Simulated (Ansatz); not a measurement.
The end point of a relaxation of ZrO₂. Space group Pca2₁ (No. 29). Method: PBEsol (plane waves to 420 eV, PAW, scalar-relativistic; Ansatz, a program for electronic structure).

```cif
data_O8Zr4
_chemical_formula_sum 'Zr4 O8'
_space_group_name_H-M_alt 'P 1'
_space_group_IT_number 1
_cell_length_a 5.25689
_cell_length_b 5.05015
_cell_length_c 5.07050
_cell_angle_alpha 90.000
_cell_angle_beta 90.000
_cell_angle_gamma 90.000
loop_
_space_group_symop_operation_xyz
  'x, y, z'
loop_
_atom_site_label
_atom_site_type_symbol
_atom_site_fract_x
_atom_site_fract_y
_atom_site_fract_z
_atom_site_occupancy
Zr1 Zr 0.03127 0.26717 0.24732 1
Zr2 Zr 0.96873 0.73283 0.74732 1
Zr3 Zr 0.53127 0.73283 0.24732 1
Zr4 Zr 0.46873 0.26717 0.74732 1
O1 O 0.36714 0.06995 0.10861 1
O2 O 0.63286 0.93005 0.60861 1
O3 O 0.86714 0.93005 0.10861 1
O4 O 0.13286 0.06995 0.60861 1
O5 O 0.23185 0.53810 0.00007 1
O6 O 0.76815 0.46190 0.50007 1
O7 O 0.73185 0.46190 0.00007 1
O8 O 0.26815 0.53810 0.50007 1
```

For ZrO2, the volume per atom is 11.22 Å³. The density is 6.08 g/cm³ and the band gap comes out as 3.87 eV, indirect (valence top at Γ, conduction bottom at k = (0.2, 0.4, 0.4)) (no spin-orbit coupling). The smallest direct gap comes out as 3.98 eV at Y. The shortest distances is O–Zr 2.03 Å; O–O 2.53 Å; Zr–Zr 3.42 Å and the k-mesh comes out as 5×5×5.

Band energies at high-symmetry points (eV from the VBM; labels of this space group; no spin-orbit coupling), from −5 eV up to 5.9 eV:

| point | energies |
|---|---|
| Γ | -4.65 -4.44 -4.41 -3.02 -2.98 -2.94 -2.81 -2.46 -2.32 -2.08 -1.97 -1.89 -1.53 -1.48 -1.18 -1.04 -0.93 -0.78 -0.25 -0.11 0.00 4.40 4.43 4.63 4.96 4.99 5.31 5.45 5.77 |
| X | -4.77 -4.77 -4.38 -4.38 -3.96 -3.96 -3.80 -3.80 -3.31 -3.31 -2.45 -2.45 -2.12 -2.12 -1.83 -1.83 -1.52 -1.52 -0.75 -0.75 -0.67 -0.67 -0.42 -0.42 4.57 4.57 4.93 4.93 5.13 5.13 5.39 5.39 |
| S | -4.74 -4.74 -4.28 -4.28 -4.10 -4.10 -3.22 -3.22 -2.84 -2.84 -2.71 -2.71 -2.45 -2.45 -2.13 -2.13 -1.57 -1.57 -0.98 -0.98 -0.68 -0.68 -0.47 -0.47 4.20 4.20 4.48 4.48 4.98 4.98 5.60 5.60 |
| Y | -4.95 -4.84 -4.46 -4.39 -4.34 -4.11 -3.77 -3.77 -3.16 -2.77 -2.66 -2.46 -2.31 -2.14 -1.67 -1.53 -1.51 -1.25 -0.93 -0.84 -0.74 -0.39 -0.19 -0.11 3.87 4.29 4.40 4.94 5.06 5.52 5.69 5.78 |
| Z | -4.89 -4.89 -4.02 -4.02 -4.01 -4.01 -3.64 -3.64 -3.40 -3.40 -2.46 -2.46 -2.45 -2.45 -1.96 -1.96 -1.63 -1.63 -0.85 -0.85 -0.35 -0.35 -0.27 -0.27 4.03 4.03 4.58 4.58 5.50 5.50 5.52 5.52 |
| U | -4.24 -4.24 -4.24 -4.24 -3.68 -3.68 -3.68 -3.68 -3.07 -3.07 -3.07 -3.07 -2.19 -2.19 -2.19 -2.19 -1.37 -1.37 -1.37 -1.37 -0.70 -0.70 -0.70 -0.70 4.53 4.53 4.53 4.53 5.47 5.47 5.47 5.47 |
| R | -4.15 -4.15 -4.15 -4.15 -3.90 -3.90 -3.90 -3.90 -2.76 -2.76 -2.76 -2.76 -2.05 -2.05 -2.05 -2.05 -1.43 -1.43 -1.43 -1.43 -0.83 -0.83 -0.83 -0.83 4.09 4.09 4.09 4.09 5.13 5.13 5.13 5.13 |
| T | -4.64 -4.64 -4.25 -4.25 -3.90 -3.90 -3.62 -3.62 -3.11 -3.11 -2.63 -2.63 -2.02 -2.02 -1.58 -1.58 -1.48 -1.48 -1.46 -1.46 -0.95 -0.95 -0.38 -0.38 3.98 3.98 4.26 4.26 5.29 5.29 5.63 5.63 |

No spin polarisation in the result.

The run could not lose the symmetry of its start; a randomly shaken copy of 12 atoms returns to this structure.

The first start was generated by placing the elements on the sites of a structure type. A measured structure of ZrO2 has the same space group, Pca2₁ (No. 29); the sites were not compared with it. Another known form has space group No. 14.
